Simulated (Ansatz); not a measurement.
# TiO2: 17O NMR of the central transition

Cell: a Materials Project structure (computed, not necessarily an observed phase), whose atoms a relaxation with PBE at fixed cell left in place.

Space group P4_2/mnm (No. 136); a = 4.5998, c = 2.9592 Å.

```
site  Wyckoff  site symmetry       x       y       z
  Ti       2b           m.mm  0.5000  0.5000  0.0000
   O       4g           m.2m  0.6957  0.6957  0.5000
```

One atom of each set is listed.

The numbers come from a DFT calculation in Ansatz (PBE, plane waves and PAW, scalar-relativistic, 420 eV cutoff, Γ-centred 7×7×11 k-points, Fermi–Dirac smearing 0.01 eV).

17O has I = 5/2 and Q = -25.58 mb (Pyykkö 2018); at 11.7 T its Larmor frequency is ν₀ = 67.6 MHz. Only the quadrupole interaction is simulated: positions count from each site's isotropic chemical shift, and J coupling is left out, as are shift anisotropy and dipolar coupling, which fast spinning averages.

Question: Simulate the second-order pattern (fast magic-angle spinning, Gaussian broadening 0.03 kHz) of site O (3 Ti at 1.95–1.98 Å).

Answer: The calculation gives C_Q = -1.50 MHz and η = 0.98, so ν_Q = 0.224 MHz and the centre of gravity lies at -3.89 ppm (-0.263 kHz).

(offset (kHz), height): (-0.6108, 0), (-0.5942, 1), (-0.5776, 6), (-0.5609, 13), (-0.5443, 16), (-0.5277, 16), (-0.5111, 17), (-0.4945, 17), (-0.4778, 18), (-0.4612, 19), (-0.4446, 20), (-0.4280, 21), (-0.4113, 22), (-0.3947, 23), (-0.3781, 24), (-0.3615, 27), (-0.3448, 32), (-0.3282, 49), (-0.3116, 72), (-0.2950, 93), (-0.2783, 100), (-0.2617, 82), (-0.2451, 64), (-0.2285, 54), (-0.2118, 48), (-0.1952, 43), (-0.1786, 40), (-0.1620, 37), (-0.1453, 35), (-0.1287, 33), (-0.1121, 31), (-0.0955, 30), (-0.0789, 28), (-0.0622, 27), (-0.0456, 26), (-0.0290, 25), (-0.0124, 20), (0.0043, 9), (0.0209, 1), (0.0375, 0)

At this cell the principal stresses reach 5 GPa in size with PBE, which can matter for small gradients.

The relaxation (2 steps) took 11 s of wall time (11 s of CPU time) and 0.41 GiB at its peak, on 1 thread of Arm Neoverse V2 (aarch64; 8 cores open to the job, memory cap 3.0 GiB, no GPU), a shared host with a load of 0.6 a core.
